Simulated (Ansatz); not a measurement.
In plane-wave PAW r²SCAN (Ansatz code), ScRhN2 in the trigonal phase (R-3m; Sc on 3b, Rh on 3a, N on 6c) relaxes to a = 3.252 Å, c = 17.608 Å. Sc has 6 nearest neighbours from 2.18 Å (octahedral); Rh has 2 nearest neighbours from 1.83 Å (linear). Against the elements it lies at -0.37 eV/atom, with no fitted shifts.

Electronic character: metallic (no gap). The magnetic state found is ferromagnetic. The net moment is 0.28 μB per atom.

Bader charges are Sc +1.92, Rh +0.71, N -1.32 e.

The start of the workflow was typed in or built on a structure type; neither database checked (COD, Materials Project) lists it. Its standing as an ambient phase is unchecked. The cell was relaxed with r²SCAN under the symmetry of its start; its stability against distortions is not shown here. The final state is ferromagnetic, the only order run, not a proven ground state. Other orbital occupations within this spin state were not tried. No Hubbard U is applied. The references are the lowest solids computed at this level, not always the standard phases (solids in place of the gases). Scalar-relativistic: spin–orbit coupling is off unless named, which matters more the heavier the elements.

Potentials: the earlier of the program's two PAW sets. The files were generated under PBE; for other functionals the program regenerates the frozen cores, and for LDA and PBEsol the local potential too.
